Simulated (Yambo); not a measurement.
Material: CaHCl (space group P4/nmm, No. 129); a = 3.817 Å, b = 3.817 Å, c = 6.903 Å, α = 90.00°, β = 90.00°, γ = 90.00° (6 atoms in the cell). The geometry is that of Materials Project entry mp-23859, symmetrised and not relaxed again.

With PBEsol (Quantum ESPRESSO, PseudoDojo norm-conserving, 72 Ry, scalar-relativistic), the gap between the mesh's edge points (Z → Z) is 3.633 eV.

Task: Estimate the G0W0 gap between the same points from Yambo (4×4×2 Γ-centred k mesh, 185 bands and a 8 Ry block in the screening, 185 bands in G with the Bruneval-Gonze terminator, plasmon pole fitted at 27.2 eV).

Result: The correction is 2.412 eV, giving 6.045 eV, 1.7 times the PBEsol value.  Nearest settings tried, and what they do to the gap: 84 bands in W: -10 meV; 3 Ry block (59 vectors against 279): -197 meV. Not varied: bands in G, mesh. So the settings aren't converged at that level.
